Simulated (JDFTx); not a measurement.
Si(111) slab cut from bulk Si (space group Fd-3m, indices of the conventional cell, lattice of the Materials Project entry mp-149, not re-optimised): 16 atoms in 8 planes, a (2×1) cell of 25.66 Å² (|a| = 7.699, |b| = 3.849 Å), 10.2 Å between the outermost planes, cell height 29.2 Å, 3×6×1 k mesh, Fermi smearing 0.003 Ha, no spin polarisation. Both faces carry Cl and Br (1.00 monolayer in all).

All numbers are PBE, GBRV ultrasoft potentials, plane waves to 20/100 Ha results from JDFTx (a modified build), not measurements. Each face has two sites a cell, capped by Cl and Cl, Cl and Br, or Br and Br, and relaxed in vacuum within the start's symmetry. The ionisation potential is minus the Kohn-Sham valence edge against vacuum. Energies are static: no zero-point or thermal terms.

```json
[
 {"caps": "all Cl", "energy of the cell (eV)": "-3369.736", "ionisation potential (eV)": "5.73"},
 {"caps": "half Cl, half Br", "energy of the cell (eV)": "-3290.631", "ionisation potential (eV)": "5.53"},
 {"caps": "all Br", "energy of the cell (eV)": "-3211.489", "ionisation potential (eV)": "5.34"}
]
```

Worked example: the mixing energy a site, and the change of the surface dipole a site on going from Cl to Br.

The cell has four sites (two a face). Mixing energy: [-3290.631 − ½(-3369.736 + -3211.489)]/4 = -5 meV a site; no gas reference enters. That is close to ideal mixing. The ionisation potential changes by -0.39 eV. Read as a dipole layer, ΔIP = 4π(e²/4πε₀) p/A with A = 12.83 Å² a site and e²/4πε₀ = 14.40 eV Å gives p = -0.027 e Å = -0.13 D a site, negative end outward where positive. This takes the valence edge to be the same kind of state under both caps, which surface states can spoil.
